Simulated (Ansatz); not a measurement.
One crystal and one scan (frozen-phonon scan) at two levels, PBE (plane waves to 420 eV, PAW, scalar-relativistic; Ansatz, an electronic-structure program) and r2SCAN (plane waves to 500 eV, PAW, scalar-relativistic; Ansatz), each from its own relaxed cell and on its own mesh. The cell shown is that of PBE.

AlN (zinc blende)

```yaml
crystal:
  lattice:
    - [0.00000, 4.40253, 4.40253]
    - [2.20127, 2.20127, 4.40253]
    - [2.20127, 2.20127, 0.00000]
  atoms:
    - { symbol: N, position: [0.00000, 0.75000, 0.75000] }
    - { symbol: N, position: [0.50000, 0.75000, 0.75000] }
    - { symbol: Al, position: [0.00000, 0.00000, 0.00000] }
    - { symbol: Al, position: [0.50000, 0.00000, 0.00000] }
```

A phonon eigenvector at X = (0.5, 0.5, 0.0) is frozen into this cell: atom i moves by Q times the vector below, so Q is the largest atomic displacement, in Å. The cell is held. It is one choice among 2 degenerate patterns. (q is in reciprocal vectors of the primitive cell; the cell shown is doubled to hold the pattern.)

```csv
atom,x,y,z
N1,0.000,-1.000,0.000
N2,0.000,1.000,0.000
Al3,0.344,0.000,0.000
Al4,-0.344,0.000,0.000
```

AlN was relaxed with its symmetry unable to fall. The PAW data are Ansatz's earlier set. Percentages come from the unrounded values.

Results of PBE:

| Property | Value |
|---|---|
| Lattice constant a (Å) | 4.403 |
| Harmonic wavenumber from the curvature (finite differences) (cm⁻¹ (negative: imaginary)) | 639 |
| Shape of the curve | a single well with its minimum at or next to zero displacement |

### Question
What does r2SCAN give for the same quantities?

### Answer
| quantity | r2SCAN | PBE − r2SCAN |
|---|---|---|
| Lattice constant a (Å) | 4.370 | +0.033 (+0.8 %) |
| Harmonic wavenumber from the curvature (finite differences) (cm⁻¹ (negative: imaginary)) | 667 | -28 (-4.2 %) |

PBE gives the higher value for: lattice constant a. PBE gives the lower value for: harmonic wavenumber from the curvature. Both give the same shape of the curve: a single well with its minimum at or next to zero displacement. Neither level is exact: the differences show how much the result hangs on the functional.

(A displaced cell: forces are minus the slopes of the energy, force constants its curvatures, and phonons follow from these.)
